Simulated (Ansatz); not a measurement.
YPt₂: reading a single point

```
Y Pt
1.0
     0.00000    3.76918    3.76918
     3.76918    0.00000    3.76918
     3.76918    3.76918    0.00000
Y Pt
2 4
Direct
  0.00000 0.00000 0.00000
  0.25000 0.25000 0.25000
  0.62500 0.62500 0.62500
  0.12500 0.62500 0.62500
  0.62500 0.62500 0.12500
  0.62500 0.12500 0.62500
```

Single point in Ansatz 0.2.0 with r2SCAN, no spin polarisation. Cutoff 500 eV, PAW datasets, 6×6×6 Γ-centred k mesh, cold filling (width 0.0902 eV).

Describe some of the short contacts.

Pt–Pt at 2.67 Å: least valence density 0.47 e/Å³ and ELF 0.33 there. Y–Pt at 3.13 Å: least valence density 0.18 e/Å³ and ELF 0.12 there. Y–Y at 3.26 Å: least valence density 0.08 e/Å³ and ELF 0.04 there. These are pseudo-fields; inside the PAW spheres they differ from the all-electron ones.

What happens at the Fermi level?

It is a metal, with about 2.8 states/eV a cell as the mean within 0.25 eV of the Fermi level, mostly Pt d (38 %), Y d (31 %) and Y s (15 %).

Is the cell too large or too small?

The pressure is 8.5 GPa (compression positive), so with the atoms held at these fractions the cell would first expand.

Which element gives electrons and which takes them?

Bader charges in e: Y +1.74, Pt -0.87. In the mean Y gives up most and Pt takes most.

Origin: a database entry at a rescaled volume.
